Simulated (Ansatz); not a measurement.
MgH₂Ir₂: from a guess to a relaxed structure

Computed with DFT PBE, scalar-relativistic, plane waves, PAW in Ansatz. Cutoff 420 eV, Gaussian smearing, Γ-centred meshes. Cell and atoms relax first on a coarse mesh and then on a finer one. In between, the cell is made exact in the group found at 0.06 Å. In metals the finer mesh still leaves noise of several meV/atom or more. The steps can't lower the symmetry of their start. Collinear spin is switched on along the way, since trial moments persisted in a coarse test.

The cell of MgH₂Ir₂ is invented: random cell by space group and Wyckoff sites (P6/mmm, No. 191). The dimensions are guesses.

```yaml
crystal:
  lattice:
    - [3.37500, 0.00000, 0.00000]
    - [-1.68750, 2.92283, 0.00000]
    - [0.00000, 0.00000, 6.91913]
  atoms:
    - { symbol: Mg, position: [0.00000, 0.00000, 0.50000] }
    - { symbol: H, position: [0.33333, 0.66667, 0.00000] }
    - { symbol: H, position: [0.66667, 0.33333, 0.00000] }
    - { symbol: Ir, position: [0.00000, 0.00000, 0.79815] }
    - { symbol: Ir, position: [0.00000, 0.00000, 0.20185] }
```

The zero of energy is the elements' standard structures at the same level (H₂ as a molecule); no fitted shifts are applied.

Question: What does it relax into?

Answer: The symmetry stays P6/mmm (No. 191). The volume per atom shrinks by 20.0 %, from 13.7 to 10.9 Å³. The shortest distance goes from 1.95 Å (H–H) to 1.62 Å (H–H). The ratio c/a of the conventional cell changes by a factor of 1.40. The energy falls by about 1.1 eV/atom (the start's value is from the coarse mesh). Conventional cell: a = 2.802 Å, c = 8.031 Å. Mg has 2 Ir at 2.56 Å and 6 Mg at 2.80 Å; H is surrounded by 3 H at 1.62 Å and 6 Ir at 2.18 Å; Ir has 6 H at 2.18 Å and 1 Mg at 2.56 Å.

```
CELL_PARAMETERS angstrom
2.80163 0.00000 0.00000
-1.40082 2.42629 0.00000
0.00000 0.00000 8.03125
ATOMIC_POSITIONS crystal
Mg 0.00000 0.00000 0.50000
H 0.33333 0.66667 0.00000
H 0.66667 0.33333 0.00000
Ir 0.00000 0.00000 0.81895
Ir 0.00000 0.00000 0.18105
```

Question: How does it come out in energy, and is it a metal?

Answer: The energy over the elements is +0.60 eV/atom, the gap on the 18×18×6 mesh of the 5-atom cell is 0 eV (a metal) and the net moment per atom is 0.00 μB. The moment by site is all under 0.1 μB.

The separate elements lie lower, so it is unstable against them.

The last run used collinear spin and Gaussian smearing of 0.10 eV. These runs have no spin–orbit coupling, which can matter for Ir. With hydrogen, zero-point motion can shift formation energies by some tens of meV/atom. A structure relaxed within its symmetry needn't be a true minimum. Another cell of MgH2Ir2 relaxed alike but without spin, in I4/mmm, lies 0.51 eV/atom lower, so this cell isn't the stable form at this level. Site moments count only spheres around the atoms; the net moment includes the space between them.
